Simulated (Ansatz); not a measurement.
Computed with Ansatz, DFT PBE, scalar-relativistic, plane waves, PAW. Settings: cutoff 420 eV, Γ-centred meshes spaced at most about 0.3 Å⁻¹ (2π included), Gaussian smearing. No spin polarisation in the final relaxations.

Temperature and zero-point effects are left out.

Two forms of AlGa₃As₄ were relaxed alike.

A.

Space group P-4m2 (No. 115). a = 4.061 Å, b = 4.061 Å, c = 11.476 Å, α = 90.00°, β = 90.00°, γ = 90.00°
| atom | site | symmetry | x | y | z |
| --- | --- | --- | --- | --- | --- |
| Al | 1a | -4m2 | 0.0000 | 0.0000 | 0.0000 |
| Ga | 2f | 2mm. | 0.5000 | 0.5000 | 0.2497 |
| Ga | 1d | -4m2 | 0.0000 | 0.0000 | 0.5000 |
| As | 2g | 2mm. | 0.5000 | 0.0000 | 0.1241 |
| As | 2g | 2mm. | 0.0000 | 0.5000 | 0.3749 |

B.

Space group P-43m (No. 215). a = 5.740 Å, b = 5.740 Å, c = 5.740 Å, α = 90.00°, β = 90.00°, γ = 90.00°
```json
{"atom": "Al", "site": "1b", "symmetry": "-43m", "x": "0.5000", "y": "0.5000", "z": "0.5000"}
{"atom": "Ga", "site": "3d", "symmetry": "-42.m", "x": "0.5000", "y": "0.0000", "z": "0.0000"}
{"atom": "As", "site": "4e", "symmetry": ".3m", "x": "0.7493", "y": "0.2507", "z": "0.7493"}
```

Task: Which arrangement of the elements on these sites is preferred, and by what margin?

Result: They are level within the accuracy (under 1 meV/atom apart). The two share one framework of sites and differ in which element sits where. A has Al and Ga ordered on zinc blende sites, space group P-4m2 (No. 115), 23.7 Å³/atom and a gap of 0.52 eV on its mesh; B has Al and Ga ordered on zinc blende sites, space group P-43m (No. 215), 23.6 Å³/atom and a gap of 0.54 eV. Counting As atoms around Al and Ga (those within 1.25 times the shortest such distance or 1.15 times the sum of covalent radii), A and B both have Al 4, Ga 4. In A, Al has 4 As at 2.48 Å; Ga on a site of symmetry 2mm is surrounded by 4 As at 2.49 Å; As on its first site is surrounded by 2 Al at 2.48 Å and 2 Ga at 2.49 Å; 2 more sites not described. In B, Al is surrounded by 4 As at 2.48 Å; Ga is surrounded by 4 As at 2.49 Å; As has 1 Al at 2.48 Å and 3 Ga at 2.49 Å. Both come from invented guesses.

Kohn–Sham gaps at this level usually fall short of measured ones. Cells relaxed within their symmetry can be saddle points.
